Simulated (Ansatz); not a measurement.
FeBiO₃:
```xyz
10
Lattice="-2.9696 3.6625 3.2441 2.9696 -3.6625 3.2441 2.9696 3.6625 -3.2441" Properties=species:S:1:pos:R:3 pbc="T T T"
Bi     0.0000     5.4938     0.8598
Fe     2.9696     0.0000     0.3637
O      2.9696     1.8313    -0.2040
O      1.3987     3.6625     1.4251
O      1.5710     0.0000     4.6693
Bi     0.0000     1.8313     0.8598
Fe     0.0000     0.0000     3.6079
O      0.0000     1.8313     3.0401
O      1.3987     0.0000     1.4251
O      4.5406     0.0000     1.4251
```
Starting moments (μB, in the order of the atoms Bi Fe O O O Bi Fe O O O): 0.0 3.7 0.0 -0.2 -0.2 0.0 -3.7 0.0 0.2 0.2.

Relaxed with PBE. Special points in fractions of this cell's reciprocal vectors: Γ (0.000, 0.000, 0.000); X (0.500, -0.500, 0.500); F0 (0.414, -0.414, 0.586); Σ0 (-0.414, 0.414, 0.414); Λ0 (0.446, 0.446, -0.446); G0 (0.554, -0.446, 0.446); R (0.000, 0.500, 0.000); W (0.250, 0.250, 0.250); S (0.500, 0.000, 0.000); T (0.000, 0.000, 0.500).

Question: List the band energies nearest the valence-band maximum at these points for DFT-PBE in the program Ansatz with PAW potentials.

Answer: In eV from the valence-band maximum; about four levels below and three above (degenerate sets whole), none deeper than 8.9 eV; points with the same levels are listed once.

| k | below | above |
|---|---|---|
| Γ ↑ | -1.54 -1.42 -0.41 -0.02 | 1.06 1.08 1.23 |
| X ↑ | -1.17 -1.08 -1.07 -0.47 | 1.12 1.18 1.41 |
| F0 ↑ | -1.19 -1.15 -1.13 -0.51 | 1.19 1.20 1.43 |
| Λ0 ↑ | -1.33 -1.10 -0.91 -0.46 | 1.11 1.18 1.41 |
| R ↑ | -1.74 -1.41 -1.11 -0.13 | 1.10 1.19 1.35 |
| W ↑ | -1.51 -1.22 -1.12 -0.39 | 1.12 1.20 1.27 |
| S ↑ | -1.47 -1.37 -0.46 -0.37 | 0.96 1.15 1.26 |
| T ↑ | -1.46 -1.14 -1.01 -0.44 | 1.26 1.29 1.30 |

Space group Amm2. The start of the workflow was typed in or built on a structure type; neither database checked (COD, Materials Project) lists it. It is not the phase usual at ambient conditions (space group No. 161). The PBE relaxation kept the symmetry of its start, as lowered by the spin order; whether a distortion lowers the energy is not shown. Spin order of the final state: antiferromagnetic, chosen from 5 collinear starts compared on coarse meshes (ties went to the first, and starts can fall back to one state), not a proven ground state. No Hubbard U is applied. Point labels and valley counts follow the cell and symmetry of the run, lower than the named group. Spin–orbit coupling is left out wherever it is not named.

Potentials: the earlier of the program's two PAW sets.
